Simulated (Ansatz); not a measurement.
MgCdTe$_{2}$:
```
CELL_PARAMETERS angstrom
      4.58071     0.00000     0.00000
      0.00000     4.58071     0.00000
      0.00000     0.00000     6.43358
ATOMIC_POSITIONS crystal
  Mg 0.50000 0.50000 0.50000
  Cd 0.00000 0.00000 0.00000
  Te 0.00000 0.50000 0.25354
  Te 0.50000 0.00000 0.74646
```

DFT-PBEsol in the program Ansatz with PAW potentials gives a gap of 1.43 eV without spin–orbit coupling, maximum at Γ, minimum at Γ.

### Question
What happens when spin–orbit coupling is switched on?

### Answer
The gap falls by 0.27 eV, to 1.16 eV; maximum at Γ, minimum at Γ.

### Question
Give the electron effective mass with spin–orbit coupling.

### Answer
0.11, 0.11, 0.12 mₑ (principal values).

### Question
Give the hole effective mass with spin–orbit coupling.

### Answer
0.18, 0.19, 0.62 mₑ (principal values).

Space group P-4m2. The first step of the workflow began from a Materials Project structure, measured or hypothetical; the Crystallography Open Database copy checked does not list it. With Mg and Cd taken as one species the cell has the higher symmetry F-43m, so it may be an ordered model of a mixed-site phase. Whether it is the stable phase at ambient conditions was not checked. The PBEsol relaxation kept the symmetry of its start; its stability against distortions is not shown here.

Potentials: the later of the program's two PAW sets.
